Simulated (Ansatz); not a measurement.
input.yaml (Ansatz)

```yaml
crystal:
  lattice:
    - [2.3876813229, 0.0, 0.0]
    - [-1.1938406614, 2.0677926818, 0.0]
    - [0.0, 0.0, 3.8797809043]
  atoms:
    - { symbol: Mn, position: [0.3333333333, 0.6666666667, 0.25], spin: 3.0 }
    - { symbol: Mn, position: [0.6666666667, 0.3333333333, 0.75], spin: 3.0 }
hamiltonian:
  xc: mr2scan
  pseudopotentials:
    kind: paw
    azcp:
      Mn: "pseudopotentials/Mn.paw.azcp"
basis:
  ecutwfc: 500
  fft_grid_basis: typed
kpoints:
  mp_grid: { grid: [16, 16, 9], shift: [0, 0, 0] }
magnetization:
  spin_polarized: true
scf:
  occupations: { method: fermi_dirac, width: 0.05 }
  lower_state_search: "off"
output:
  stress: true
```

and its output:

```
Engine: ansatz 0.2.0, aarch64-unknown-linux-gnu
Pseudopotentials: kind: paw
Pseudopotential: Mn, paw, valence charge 15, recommended cutoff 500 eV (meta_gga) 
Functional definition: m-r2SCAN
  exchange = m_r2scan_x
  correlation = m_r2scan_c
Crystal: 2 atoms, lattice volume = 19.155 Å³
Basis set: ecut = 500 eV, 513 PW (Γ), exchange–correlation on 72×72×120 points (64 copies of the dense FFT grid, shifted against one another)
Bands: 22, of which v1, the nominal top of the filled ones, is band 15 counted from 1 (14 counted from 0)
Symmetry: 24 space group operations
Space group: P63/mmc (ITA 194), of the structure as read, at distance tolerance 2.7e-5 Å
Magnetic group: BNS 194.263 (UNI 1493), of the structure as read, at distance tolerance 2.7e-5 Å
k-points: 150 of 2304
Non-local potential: Mn, projectors of the file, l = 0: 3, l = 1: 2, l = 2: 3, l = 3: 1
PAW form: soft (Blöchl's): semilocal exchange-correlation on the pseudo side does not see the compensation charge
PAW frozen core: Mn, regenerated for the run's functional (the file was generated under x = pbe(κ = 0.804, μ = 0.2195149727645171), c = pbe(β = 0.06672455060314922))
PAW one-centre angular grid: Mn, 590 points (default); XC on 160 Gauss nodes
Initial density: superposition of atomic densities (chi_scale 0.1, normalization cell)
Starting moments: Σ|m| = 6 μB on 2 of 2 sites
Initial wavefunctions: pseudopotential atomic-orbital guess
Functional: x = mr2scan, c = mr2scan; τ floored in thin density (d = 2e-4 eV/Å³)
SCF iter   1: F=-7804.837877 eV  HF=-7805.502646 eV  |F-HF|=6.65e-1  |Δ(HF+E_count)|=         —  Δρ=2.37e-1 (↑2.37e-1 ↓1.29e-1)  dr2=2.06e0  dr2_τ=1.15e-1  dr2_m=5.71e0  M=2.794 μB ∫|m|=2.795 μB  β_m=0.30  ethr=3.10e-3  ⟨swp⟩=4.0  Hψ=25289  notcnv=0
SCF iter   2: F=-7805.629339 eV  HF=-7804.924619 eV  |F-HF|=7.05e-1  |Δ(HF+E_count)|=   5.78e-1  Δρ=1.77e-1 (↑1.77e-1 ↓1.39e-1)  dr2=3.32e-1  dr2_τ=9.01e-2  dr2_m=4.35e0  M=3.193 μB ∫|m|=3.193 μB  β_m=0.64  ethr=3.10e-3  ⟨swp⟩=2.6  Hψ=13262  notcnv=0  defer=292
Mixer restart at iter 2: flushing history
spin-set hold released at iteration 2 (the charge has settled, or the pull on large starting moments outlasts its swing): the magnetisation degrees of freedom join the quasi-Newton model from the next iteration; the mixer history was flushed
SCF iter   3: F=-7806.121058 eV  HF=-7805.333421 eV  |F-HF|=7.88e-1  |Δ(HF+E_count)|=   4.09e-1  Δρ=9.58e-2 (↑9.58e-2 ↓8.48e-2)  dr2=5.29e-2  dr2_τ=2.58e-2  dr2_m=1.42e0  M=2.499 μB ∫|m|=2.500 μB  β_m=1.20  ethr=1.11e-3  ⟨swp⟩=2.6  Hψ=13142  notcnv=0  defer=291  κ⁻¹=1.0e0(r=1)
SCF iter   4: F=-7806.563789 eV  HF=-7805.558016 eV  |F-HF|=1.01e0  |Δ(HF+E_count)|=   2.25e-1  Δρ=2.53e-2 (↑2.13e-2 ↓2.53e-2)  dr2=2.69e-3  dr2_τ=2.00e-3  dr2_m=9.40e-2  M=1.234 μB ∫|m|=1.270 μB  β_m=1.20  ethr=1.76e-4  ⟨swp⟩=2.7  Hψ=15304  notcnv=0  defer=291  κ⁻¹=1.1e-2(r=2)
SCF iter   5: F=-7806.699717 eV  HF=-7806.101132 eV  |F-HF|=5.99e-1  |Δ(HF+E_count)|=   5.43e-1  Δρ=7.88e-3 (↑4.37e-3 ↓7.88e-3)  dr2=1.78e-3  dr2_τ=4.62e-5  dr2_m=6.31e-3  M=0.694 μB ∫|m|=0.749 μB  β_m=1.20  ethr=8.96e-6  ⟨swp⟩=2.5  Hψ=14756  notcnv=0  defer=342  κ⁻¹=1.8e-3(r=3)
SCF iter   6: F=-7806.755577 eV  HF=-7806.546457 eV  |F-HF|=2.09e-1  |Δ(HF+E_count)|=   4.45e-1  Δρ=6.33e-3 (↑5.51e-3 ↓6.33e-3)  dr2=5.61e-4  dr2_τ=3.61e-5  dr2_m=5.95e-3  M=0.424 μB ∫|m|=0.450 μB  β_m=1.20  ethr=5.93e-6  ⟨swp⟩=2.7  Hψ=15452  notcnv=0  defer=293  κ⁻¹=2.5e-4(r=4)
...
iter 19 did not close the SCF: its close was put off for a magnetic moment that had not settled (scf_convergence_deferred on its scf_iter line)
SCF iter  19: F=-7806.788514 eV  HF=-7806.788514 eV  |F-HF|=1.73e-9  |Δ(HF+E_count)|=   1.43e-9  Δρ=5.24e-7 (↑5.24e-7 ↓3.77e-7)  dr2=8.43e-12  dr2_τ=4.04e-13  dr2_m=3.17e-11  M=-0.000 μB ∫|m|=0.000 μB  β_m=0.85  ethr=1.00e-12  ⟨swp⟩=1.1  Hψ=14103  notcnv=0  κ⁻¹=5.6e-8(r=8)
SCF iter  20: F=-7806.788514 eV  HF=-7806.788514 eV  |F-HF|=2.38e-10  |Δ(HF+E_count)|=   1.68e-9  Δρ=1.88e-7 (↑1.84e-7 ↓1.88e-7)  dr2=2.14e-12  dr2_τ=1.38e-13  dr2_m=5.32e-12  M=0.000 μB ∫|m|=0.000 μB  ethr=1.00e-12  ⟨swp⟩=1.1  Hψ=18503  notcnv=0
WARN: the starting moments were not kept: the SCF closed with an absolute magnetisation of 1.1e-5 μB, where they sum to 6 μB in size (2 sites). That is at most 0.1 of that sum. Measured as dr2_m measures the in/out step, that magnetisation stands 5.1e-11 eV from none, at or under the dr2_threshold of 1.0e-7 eV: it is no larger than a step whose dr2_m would equal this threshold. The system may hold no moment; this SCF shows only that its start led to no more than that. To try another start: raise the starting moments (crystal.atoms[].spin, magnetization.per_species, magnetization.initial_magnetization, or on a non-collinear deck that types none of these the spinor_matrix: blocks that start its atoms; where the total moment is fixed, keep their sum and leave initial_magnetization as it is; typed ones take the place of any that the run laid by itself, positive ones on a crystal's lanthanoids without a Hubbard term where scf.initial_density.shell_occupations: [] is typed) or, if the notice of its spin-set hold's release reads "site moments contracting" or "site moments show no strong build", lengthen the hold (scf.mixing.spin_hold: { on: { confirm: 4 } }; for m-r²SCAN on two components see the key's manual first). Each may lead to a state that holds a moment. A second SCF, from the converged charge density, with the starting moments and any scf.initial_density.shell_occupations laid on it anew, would have followed, and was not run: the deck does not ask for one (magnetization.retry_lost_moments is false, the default). To let it run, set magnetization.retry_lost_moments: true and run the deck again, where that key's refused combinations let it; where memory then withholds it, that run's warning says so.
SCF 1 converged in 20 iterations: F = -7806.788514 eV  dr2 = 2.14e-12
this state was not tested for a lower state beside it, because the mixer in use, unlike msr1, does not test its closes by its own steps (another_mixer; see scf.mixing.algorithm and scf.lower_state_search)
SCF converged after 20 iterations
Magnetization: 0.0000 μB (15.0000 up, 15.0000 down)
Absolute magnetization: 0.0000 μB (∫|ρ↑−ρ↓|, with the PAW one-centre terms)
Spin contamination: 0.0000 ħ² per cell (⟨S²⟩ above its minimum at these occupations)
Per-site moments (μB) at R_I (Å): [(3.5106444144243346e-6, 0.9816733609453692), (3.510644414543356e-6, 0.9816733609453692)]
Free energy (F): -7806.788514 eV
Harris-Foulkes:  -7806.788514 eV  (|F-HF|=2.38e-10)
Internal energy: -7806.770958 eV  (E = F + TS)
E sigma→0 (E₀):  -7806.779736 eV
Entropy (-TS):   -0.017557 eV (-8.778 meV/atom)
Fermi energy:    22.962949 eV
--- Per-component energies (eV) ---
  E_band       = -271.858878
  E_kinetic    = 625.345210
  E_local      = -2877.578814  (includes V_loc(G=0)·N_el)
  E_nonlocal   = 473.909155
  E_hartree    = 1216.153175
  E_xc         = -226.739328
  E_vxc        = -334.708685  (∫ρ·V_xc dr)
  E_paw        = -2611.061875  (= ΣΔE_a)
  E_vpaw       = -614.313341  (= ΣTr[D̂ρ^β])
  E_aug_tail   = -0.000009  (compensation charges beyond the density's cutoff)
  E_vtau       = 23.181208  (kinetic-family band-sum trace: ∫τ·v_τ [+ j·A + Jᵃ·Aᵃ] dr)
  E_ewald      = -4406.232385
  E_core_change = -0.566086  (= ΣΔE_core)
  E_smearing   = -0.017557  (= −TS)
  E_closure    = 0.000000  (closes the sum)
  Σ components = -7806.788514   (vs F -7806.788514, Δ=0.00e0)
--- Stress (GPa, compression-positive) ---
       31.100324       0.000000       0.000000
       -0.000000      31.100324       0.000000
        0.000000       0.000000      30.275323
  P = ⅓ Tr σ = 30.8253 GPa (308.253 kbar)
```
